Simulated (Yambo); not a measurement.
## Convergence of the G0W0 gap of SiC

G0W0@LDA for SiC (zinc blende, space group F-43m, No. 216) in Yambo. Reference settings: 6×6×6 Γ-centred k mesh, 76 bands and a 14 Ry block in the screening, 76 bands in G with the Bruneval-Gonze terminator, plasmon pole fitted at 27.2 eV. The LDA gap Γ → X on this mesh is 1.31 eV; G0W0 gaps are taken between the same points.

| change from the reference | G0W0 gap Γ → X (eV) | shift of the valence edge (eV) | rough Yambo cost |
|---|---|---|---|
| reference settings | 2.26 | -0.69 | 1 |
| 23 bands in W, 23 bands in G | 2.23 | -0.43 | about 1/3 |
| 58 bands in W, 58 bands in G | 2.25 | -0.66 | within a factor of two |
| wavefunctions cut at 50 Ry | 2.25 | -0.69 | within a factor of two |
| exchange cut at 10 Ry | 2.11 | -0.53 | – |
| 38 bands in W, 38 bands in G, 5 Ry block | 2.10 | -0.42 | about 1/3 |
| 38 bands in W, 38 bands in G, 11 Ry block | 2.19 | -0.53 | about 1/3 |
| 8 Ry block | 2.18 | -0.59 | about 1/2 |
| 11 Ry block | 2.21 | -0.63 | about 1/2 |
| 4×4×4 mesh | 2.25 | -0.70 | about 1/4 |
| 8×8×8 mesh | 2.27 | -0.74 | about 3× |
| 14 bands in W, 14 bands in G, 5 Ry block, no terminator | 2.00 | 0.31 | about 1/9 |
| 23 bands in W, 23 bands in G, no terminator | 2.05 | -0.07 | about 1/4 |
| 38 bands in W, 38 bands in G, 5 Ry block, no terminator | 2.03 | -0.27 | about 1/4 |
| 58 bands in W, 58 bands in G, 5 Ry block, no terminator | 2.07 | -0.41 | about 1/3 |

The reference isn't shown to be the converged limit. Costs are rough (shared machines), scaled to the same edge states, and given only for runs that recompute the screening.

Geometry relaxed with LDA; primitive cell a = b = c = 3.0586 Å, α = β = γ = 60.00°.

A shift is the quasiparticle energy of the state minus its LDA energy.
